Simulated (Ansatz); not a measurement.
Computed properties of Ga4SbAs3 (ordering on zincblende)

All numbers come from the PAW code Ansatz. Note: simulated data, non-magnetic, for a generated structure that need not be the stable one.

Ga4SbAs3, ordered on the zincblende lattice (Amm2) with 8 atoms a cell, relaxed with r2SCAN. The symmetry is Amm2 (No. 38, orthorhombic); conventional cell a = 4.095 Å, b = 8.190 Å, c = 11.570 Å, 24.25 Å³ an atom. As has 4 Ga at 2.47–2.50 Å; As has 4 Ga at 2.44–2.51 Å; Sb has 4 Ga at 2.57–2.60 Å; Ga has 4 As at 2.50–2.51 Å; Ga has 3 As at 2.47–2.48 Å and 1 Sb at 2.60 Å; Ga has 2 As at 2.44 Å and 2 Sb at 2.57 Å.

```yaml
crystal:
  lattice:
    - [4.09531, 0.00000, 0.00000]
    - [0.00000, 4.09480, 5.78505]
    - [0.00000, -4.09480, 5.78505]
  atoms:
    - { symbol: As, position: [0.00000, 0.00069, 0.00069] }
    - { symbol: As, position: [0.50000, 0.99983, 0.49994] }
    - { symbol: As, position: [0.50000, 0.49994, 0.99983] }
    - { symbol: Sb, position: [0.00000, 0.49985, 0.49985] }
    - { symbol: Ga, position: [0.50000, 0.87606, 0.87606] }
    - { symbol: Ga, position: [0.00000, 0.88815, 0.37023] }
    - { symbol: Ga, position: [0.00000, 0.37023, 0.88815] }
    - { symbol: Ga, position: [0.50000, 0.36526, 0.36526] }
```

Relaxed lattice by functional, symmetry kept:

| functional | k mesh | a (Å) | b (Å) | c (Å) | volume (Å³/atom) |
| --- | --- | --- | --- | --- | --- |
| PBE | 6×4×4 | 4.150 | 8.305 | 11.734 | 25.28 |
| r2SCAN | 6×4×4 | 4.095 | 8.190 | 11.570 | 24.25 |

Band edges at fixed r2SCAN geometry:
```
 level  k mesh  gap (eV)      kind            edges  least direct gap (eV)        rough cost
   PBE   6×4×4      0.01  indirect  Σ₀–Γ (0.90) → Γ                   0.08  2.2 core-minutes
r2SCAN   6×4×4      0.14    direct                Γ                   0.14   90 core-seconds
 HSE06   4×2×2      0.54    direct                Γ                   0.54   10 core-minutes
```
All runs use a smearing of 0.02 eV.
Wave cutoffs: 420 eV, 500 eV (r2SCAN). Gaps under 0.1 eV (PBE) can't be told from a closed one: the bands may be in normal order or already inverted, which a gap's size doesn't show.
Costs come from shared machines and give only the order; PBE's includes the band path. The runs had 4 threads of Arm Neoverse V1 (shared host).

With HSE06 the gap is 0.54 eV and direct, at Γ. With r2SCAN, at Γ the top three valence levels group as 1+1+1 from the top, spread over 176 meV.

The levels disagree on the kind of gap: direct with r2SCAN, HSE06; indirect with PBE.

Spin-orbit coupling is left out, which matters wherever the heavy atoms make up the band edges.

The meshes of the hybrids are coarse, so their gaps aren't converged to the digits shown.

The splittings at Γ are without spin-orbit coupling, which is tenths of an eV in such compounds, regroups them and changes the shifts of the gap.
